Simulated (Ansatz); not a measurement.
Data sheet: Ru (DFT)

Ru:
```cif
data_Ru
_chemical_formula_sum 'Ru1'
_space_group_name_H-M_alt 'Pm-3m'
_space_group_IT_number 221
_space_group_name_Hall '-P 4 2 3'
_cell_length_a 2.48011
_cell_length_b 2.48011
_cell_length_c 2.48011
_cell_angle_alpha 90.000
_cell_angle_beta 90.000
_cell_angle_gamma 90.000
loop_
_atom_site_label
_atom_site_type_symbol
_atom_site_symmetry_multiplicity
_atom_site_Wyckoff_symbol
_atom_site_fract_x
_atom_site_fract_y
_atom_site_fract_z
_atom_site_occupancy
Ru1 Ru 1 a 0.00000 0.00000 0.00000 1
```

Space group Pm-3m (No. 221), simple cubic; conventional cell a = 2.480 Å, b = 2.480 Å, c = 2.480 Å, α = 90.00°, β = 90.00°, γ = 90.00°.

Method: DFT-PBEsol in the program Ansatz with PAW potentials. Geometry: relaxed at this level of theory. Other levels are named where they apply.

Cell and energy:

| Property | Value |
|---|---|
| Volume per atom | 15.26 Å³ |
| Density | 11.00 g/cm³ |

Electronic structure:

| Property | Value |
|---|---|
| Electronic character | metallic (no gap) |
| Density of states at the Fermi level | 1.3 states/eV per atom (mean over ±0.08 eV) |
| Gap with spin–orbit coupling | none (metallic) |

Mechanics:

| Item | Result |
|---|---|
| Bulk modulus (Birch–Murnaghan fit) | 248 GPa |
| Pressure derivative B′ | 4.7 |
| Elastic constants (relaxed ions, GPa) | C11 = 362, C12 = 190, C44 = 15.9 |
| Mechanical stability | stable (all eigenvalues of C positive) |
| Hill bulk and shear moduli | 247 and 33.8 GPa |
| Young's modulus | 97.0 GPa |
| Poisson's ratio | 0.43 |
| Debye temperature from the elastic constants | 239 K |

A made-up cell: these elements were put on the sites of a structure type; neither database checked (COD, Materials Project) lists it. It is not the phase usual at ambient conditions (space group No. 194). Symmetry was held in the PBEsol relaxation; its stability against distortions is not shown here. The run is not spin-polarised. As this level gives no gap, shear constants depend on the k-mesh and smearing (Fermi–Dirac, 0.1 eV here). Scalar-relativistic: spin–orbit coupling is off unless named, which matters more the heavier the elements.

Potentials: the later of the program's two PAW sets.
